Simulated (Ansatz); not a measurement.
## Deforming NaTl

```
CELL_PARAMETERS angstrom
0.00000 3.73530 3.73530
3.73530 0.00000 3.73530
3.73530 3.73530 0.00000
ATOMIC_POSITIONS crystal
Na 0.50000 0.50000 0.50000
Na 0.75000 0.75000 0.75000
Tl 0.00000 0.00000 0.00000
Tl 0.25000 0.25000 0.25000
```

Atoms are numbered in the order listed.

The cell is a measured one (Crystallography Open Database entry 1541020); the temperature and pressure of the measurement aren't taken into account, and nothing was relaxed.

Spin–orbit coupling is left out, though it moves levels of the heavy atoms by tenths of an eV or more.

Method: DFT, PBEsol, PAW with Ansatz's default frozen-core files, scalar-relativistic in Ansatz 0.2.0.

Sampling and basis: a Γ-centred 10×10×10 k mesh, Fermi–Dirac smearing of 0.05 eV, cutoff 420 eV, no spin polarisation; the PAW files were made with PBE, and the program remakes their frozen cores for this functional.

The unchanged cell is at 0.10 GPa.

In a metal, stresses and small energies carry noise from the k mesh.

x, y and z are the Cartesian axes of the cell as listed; fractional coordinates follow a strain, and an engineering shear is twice the off-diagonal strain component.

**Question.** With this change (equal xy, yz and zx engineering shear strains of -2 %), what becomes of the energy and stress?

**Answer.** Energy change +1.9 meV/atom; stress change (xx, yy, zz, yz, xz, xy) 0.04, 0.04, 0.04, 0.38, 0.38, 0.38 GPa, compression positive.

**Question.** With this change (equal xy, yz and zx engineering shear strains of -1 %), what becomes of the energy and stress?

**Answer.** Energy change +0.5 meV/atom; stress change (xx, yy, zz, yz, xz, xy) 0.01, 0.01, 0.01, 0.19, 0.19, 0.19 GPa, compression positive.

**Question.** With this change (equal xy, yz and zx engineering shear strains of +1 %), what becomes of the energy and stress?

**Answer.** Energy change +0.5 meV/atom; stress change (xx, yy, zz, yz, xz, xy) 0.01, 0.01, 0.01, -0.18, -0.18, -0.18 GPa, compression positive.

**Question.** With this change (equal xy, yz and zx engineering shear strains of +2 %), what becomes of the energy and stress?

**Answer.** Energy change +1.8 meV/atom; stress change (xx, yy, zz, yz, xz, xy) 0.04, 0.04, 0.04, -0.36, -0.36, -0.36 GPa, compression positive.
